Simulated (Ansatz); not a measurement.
Relaxed-ion elastic tensor of CuPd in space group Cmmm (No. 65; Cu on 2a, Pd on 2c) in GPa (Voigt order), the program Ansatz at the LDA level (PAW); density 11.01 g/cm³, 12.82 Å³ per atom.

```json
[
 {"": "1", "1": "241", "2": "182", "3": "201", "4": "0.0", "5": "0.0", "6": "0.0"},
 {"": "2", "1": "182", "2": "348", "3": "57.0", "4": "0.0", "5": "0.0", "6": "0.0"},
 {"": "3", "1": "201", "2": "57.0", "3": "345", "4": "0.0", "5": "0.0", "6": "0.0"},
 {"": "4", "1": "0.0", "2": "0.0", "3": "0.0", "4": "-27.3", "5": "0.0", "6": "0.0"},
 {"": "5", "1": "0.0", "2": "0.0", "3": "0.0", "4": "0.0", "5": "122", "6": "0.0"},
 {"": "6", "1": "0.0", "2": "0.0", "3": "0.0", "4": "0.0", "5": "0.0", "6": "122"}
]
```

**Question.** Is the crystal mechanically stable?

**Answer.** No: the smallest eigenvalue of C is -27.3 GPa.

The first step of the workflow began from a Materials Project structure, measured or hypothetical; the Crystallography Open Database copy checked does not list it. COD files the formula under space group No. 221. With Cu and Pd taken as one species the cell has the higher symmetry I4/mmm, so it may be an ordered model of a mixed-site phase. Whether it is the stable phase at ambient conditions was not checked. Symmetry was held in the LDA relaxation. At this level the phase is dynamically unstable (imaginary phonons). No spin polarisation was allowed. As this level gives no gap, shear constants depend on the k-mesh and smearing (Fermi–Dirac, 0.1 eV here). On the denser mesh and wider smearing of the elastic run this cell carries a stress of 0.4 GPa.

Potentials: the later of the program's two PAW sets.
